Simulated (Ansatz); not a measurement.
Al3GaN4:
```cif
data_Al3GaN4
_chemical_formula_sum 'Ga1 N4 Al3'
_space_group_name_H-M_alt 'P3m1'
_space_group_IT_number 156
_space_group_name_Hall 'P 3 -2"'
_cell_length_a 3.12493
_cell_length_b 3.12493
_cell_length_c 10.07324
_cell_angle_alpha 90.000
_cell_angle_beta 90.000
_cell_angle_gamma 120.000
loop_
_atom_site_label
_atom_site_type_symbol
_atom_site_symmetry_multiplicity
_atom_site_Wyckoff_symbol
_atom_site_fract_x
_atom_site_fract_y
_atom_site_fract_z
_atom_site_occupancy
Ga1 Ga 1 b 0.33333 0.66667 0.00559 1
N1 N 1 b 0.33333 0.66667 0.20072 1
Al1 Al 1 c 0.66667 0.33333 0.25808 1
N2 N 1 c 0.66667 0.33333 0.44644 1
Al2 Al 1 b 0.33333 0.66667 0.50485 1
N3 N 1 b 0.33333 0.66667 0.69311 1
Al3 Al 1 c 0.66667 0.33333 0.75126 1
N4 N 1 c 0.66667 0.33333 0.93949 1
```

Relaxed with r²SCAN.

Q: Tabulate the valence density and the electron localisation function along the shortest Ga–N contact (1.92 Å), r²SCAN in the plane-wave PAW code Ansatz.

A: 

```
distance from Ga (Å)  density (e/Å³)   ELF
--------------------  --------------  ----
0.19                           34.40  0.02
0.29                           21.10  0.01
0.38                           11.02  0.02
0.48                            5.13  0.05
0.58                            2.38  0.10
0.67                            1.26  0.17
0.77                            0.86  0.24
0.87                            0.74  0.32
0.96                            0.77  0.47
1.06                            0.90  0.67
1.15                            1.11  0.80
1.25                            1.44  0.84
1.35                            1.93  0.83
1.44                            2.55  0.76
1.54                            3.11  0.60
1.63                            3.40  0.36
1.73                            3.41  0.14
```

The density is the valence pseudo-density with augmentation charge, so density and ELF within about 1 Å of a nucleus are not all-electron values.

The start of the workflow was typed in or built on a structure type; neither database checked (COD, Materials Project) lists it. Whether it is the stable phase at ambient conditions was not checked. Symmetry was held in the r²SCAN relaxation; its stability against distortions is not shown here.

Potentials: the earlier of the program's two PAW sets.
